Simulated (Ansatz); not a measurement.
Here is the system:

Starting cell, BN (h-BN type, space group P6_3/mmc):

```yaml
crystal:
  lattice:
    - [2.50580, 0.00000, 0.00000]
    - [-1.25290, 2.17009, 0.00000]
    - [0.00000, 0.00000, 6.61621]
  atoms:
    - { symbol: B, position: [0.33333, 0.66667, 0.25000] }
    - { symbol: B, position: [0.66667, 0.33333, 0.75000] }
    - { symbol: N, position: [0.33333, 0.66667, 0.75000] }
    - { symbol: N, position: [0.66667, 0.33333, 0.25000] }
```

In this cell atom 1 (B, nearest neighbour N at 1.447 Å; its periodic images, 2.5 Å or more away, move with it) is moved by u·(0.707, 0.707, 0.000) + v·(0.000, 0.000, 1.000); the rest is frozen.

These are PBE-D3(BJ) (plane waves to 420 eV, PAW, scalar-relativistic; Ansatz, a program for electronic structure) values and carry that method's errors. k mesh 12×12×4 (Γ-centred), Fermi-Dirac smearing 0.05 eV. Energies are smeared free energies. BN was relaxed with its symmetry unable to fall. The PAW data are Ansatz's earlier set. The zero of ΔE is the undisplaced structure. Axes are in Å.

The scan covers u from -0.220 to 0.220 Å in 7 points and v from -0.220 to 0.220 Å in 7 points.

Q: In which direction of the plane is the atom held most weakly?

A: Along v.

Q: Is the undisplaced position a minimum, a maximum or a saddle of this map?

A: A minimum.

Q: What are the two principal curvatures of the energy at the centre?

A: 13.4 and 41.1 eV/Å².

(A displaced cell: forces are minus the slopes of the energy, force constants its curvatures, and phonons follow from these.)
